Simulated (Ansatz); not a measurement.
ZrPt:
```cif
data_Pt4Zr4
_chemical_formula_sum 'Zr4 Pt4'
_space_group_name_H-M_alt 'Cmcm'
_space_group_IT_number 63
_space_group_name_Hall '-C 2c 2'
_cell_length_a 3.39856
_cell_length_b 10.29919
_cell_length_c 4.27208
_cell_angle_alpha 90.000
_cell_angle_beta 90.000
_cell_angle_gamma 90.000
loop_
_space_group_symop_operation_xyz
  'x, y, z'
  '-x, -y, -z'
  '-x, -y, z+1/2'
  'x, y, -z+1/2'
  'x, -y, -z'
  '-x, y, z'
  '-x, y, -z+1/2'
  'x, -y, z+1/2'
  'x+1/2, y+1/2, z'
  '-x+1/2, -y+1/2, -z'
  '-x+1/2, -y+1/2, z+1/2'
  'x+1/2, y+1/2, -z+1/2'
  'x+1/2, -y+1/2, -z'
  '-x+1/2, y+1/2, z'
  '-x+1/2, y+1/2, -z+1/2'
  'x+1/2, -y+1/2, z+1/2'
loop_
_atom_site_label
_atom_site_type_symbol
_atom_site_symmetry_multiplicity
_atom_site_Wyckoff_symbol
_atom_site_fract_x
_atom_site_fract_y
_atom_site_fract_z
_atom_site_occupancy
Zr1 Zr 4 c 0.00000 0.14166 0.75000 1
Pt1 Pt 4 c 0.00000 0.59133 0.25000 1
```
(The calculation used a cell of 4 atoms; values per cell refer to that cell.)

Relaxed at zero pressure with PBEsol (plane waves, PAW; program Ansatz).

Q: The volume is lowered by 9 % and shape and atoms relax at that volume. What pressure results, and how do the axes share the change?

A: 20.4 GPa; a -5.4 %, b -2.7 %, c -1.2 %; the energy rises by 99 meV/atom.

Q: Give the new structure.

A: 
Space group Cmcm (No. 63); a = 3.215 Å, b = 10.025 Å, c = 4.221 Å, α = β = γ = 90.00°

| atom | site | symmetry | x | y | z |
|---|---|---|---|---|---|
| Zr | 4c | m2m | 0.0000 | 0.1434 | 0.7500 |
| Pt | 4c | m2m | 0.0000 | 0.5908 | 0.2500 |

The phase is kept; no other phase was compared at this pressure.

The first step of the workflow began from a Materials Project structure, measured or hypothetical; the Crystallography Open Database copy checked does not list it. COD files the formula under space group No. 221, so this cell is another polymorph or a model. Whether it is the stable phase at ambient conditions was not checked. The cell was relaxed with PBEsol under the symmetry of its start; of distortions, only those at the zone centre were tested. The run is not spin-polarised. Axis ratios of metals converge slowly with the k-mesh, so a and c are less sure than the volume. Spin–orbit coupling is left out wherever it is not named.

Potentials: the later of the program's two PAW sets.
